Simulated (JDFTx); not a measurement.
Input for JDFTx (a modified build): disulfane, H2S2 (SMILES SS), charge 0, multiplicity 1, soft-sphere model, water, 1 M KF; lengths in bohr, energies in hartree. The run starts from orbitals saved by an earlier run of the same system.

```
lattice \
  20.3145558397 0.0000000000 0.0000000000 \
  0.0000000000 16.0626720593 0.0000000000 \
  0.0000000000 0.0000000000 16.0626720593
coords-type Cartesian
ion S -1.6923133529 -0.8284628717 -0.9256085338 0
ion S 1.6967172345 -0.8444217667 0.9256085338 0
ion H -2.8991543892 0.8338214053 0.5532391883 0
ion H 2.8991543892 0.8444217667 -0.5287620657 0
ion-species pseudo/s_pbe_v1.4.upf
ion-species pseudo/h_pbe_v1.4.upf
elec-cutoff 20 100
elec-ex-corr gga-PBE
symmetries none
elec-n-bands 7
electronic-minimize nIterations 150 energyDiffThreshold 1e-7
fluid LinearPCM
pcm-variant SoftSphere
fluid-solvent H2O
fluid-cation K+ 1
fluid-anion F- 1
fluid-minimize nIterations 400 knormThreshold 1e-11
wavefunction read s0.wfns 10
dump-name s3.$VAR
dump End State Ecomponents EigStats BandEigs Forces ElecDensity IonicPositions FluidDebug
```

The log closes as follows.

```
[...]
ElecMinimize: Iter:   7  Etot: -21.732042092291437  |grad|_K:  6.955e-07  alpha:  1.239e+00  linmin: -2.562e-03
ElecMinimize: Iter:   8  Etot: -21.732042176487312  |grad|_K:  3.699e-07  alpha:  1.119e+00  linmin: -4.371e-02
ElecMinimize: Iter:   9  Etot: -21.732042207414775  |grad|_K:  2.254e-07  alpha:  1.376e+00  linmin: -8.283e-06
ElecMinimize: Converged (|Delta Etot|<1.000000e-07 for 2 iters).

# Ionic positions in cartesian coordinates:
ion S  -1.692313352900000  -0.828462871700000  -0.925608533800000 0
ion S   1.696717234500000  -0.844421766700000   0.925608533800000 0
ion H  -2.899154389200000   0.833821405300000   0.553239188300000 0
ion H   2.899154389200000   0.844421766700000  -0.528762065700000 0

# Forces in Cartesian coordinates:
force S  -0.003504035575041  -0.007377987802707  -0.008632930131873 0
force S   0.003555642188003  -0.007091587958198   0.008206077006882 0
force H  -0.005724832077044   0.007327467964155   0.004993166123421 0
force H   0.005669508075091   0.007145454353706  -0.004566108425146 0

# Energy components:
   A_diel =       -0.0048001213138118
   Eewald =        1.1961236989503621
       EH =       18.7588677546669054
     Eloc =      -48.1628213437927002
      Enl =        3.4495273705290228
      Exc =       -9.0903157244821848
 Exc_core =        3.5354559723870493
       KE =        8.5859201856405853
-------------------------------------
     Etot =      -21.7320422074147750


	eMin: -0.738219 at state 0 ( [ +0.000000 +0.000000 +0.000000 ] spin 0 )
	HOMO: -0.223041 at state 0 ( [ +0.000000 +0.000000 +0.000000 ] spin 0 )
```

The run took 10 electronic cycles (a count that differs between repeats, as do the digits past 10⁻⁶ Ha); the highest occupied level lies at -6.07 eV from the bulk liquid; the total lies -0.10 eV from the vacuum run at this geometry.
